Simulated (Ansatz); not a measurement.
**NaCl (Fm-3m): G0W0 and the choice of datasets**

```
Na Cl
1.0
     0.00000    2.82000    2.82000
     2.82000    0.00000    2.82000
     2.82000    2.82000    0.00000
Na Cl
1 1
Cartesian
  0.0000 0.0000 0.0000
  2.8200 2.8200 2.8200
```

Held fixed (Ansatz):

| Quantity | Value |
| --- | --- |
| orbitals | PBE |
| k mesh | 6×6×6 |
| empty bands | 444 |
| response cutoff | 180 eV |
| frequencies | plasmon pole, fitted at the program's default frequency |
| q → 0 term | analytic weight of Carrier, Rohra and Görling |
| points solved | Γ, L, X |
| band sums | cut at the band count |

The gap is read direct at Γ, linearised, between the Kohn-Sham band edges among the points solved. The direct gap is read between the top filled and lowest empty Kohn-Sham band at Γ. ε∞ is the electronic dielectric constant on this mesh.

```tsv
datasets, wave cutoff	KS gap (eV)	G0W0 gap (eV)	direct at Γ (eV)	ε∞
hard PAW, 700 eV	5.11	?	?	?
hand-made PAW, 700 eV	5.11	7.94	7.94	2.3
soft PAW (1st gen.), 420 eV	5.11	7.95	7.95	2.3
norm-conserving, 1197.3 eV	5.11	8.10	8.10	2.3
```

Problem. Fill in the row for hard PAW, 700 eV.

Solution. G0W0 gap 7.94 eV, direct at Γ 7.94 eV, ε∞ 2.3.

Soft PAW datasets can miss an all-electron G0W0 gap by more than 5 %. With norm-conserving pseudopotentials the core–valence exchange is only approximate, which can shift gaps by tenths of an eV and RPA lattice constants by most of a per cent. Band sums or response are cut, so the gap isn't at its basis limit.
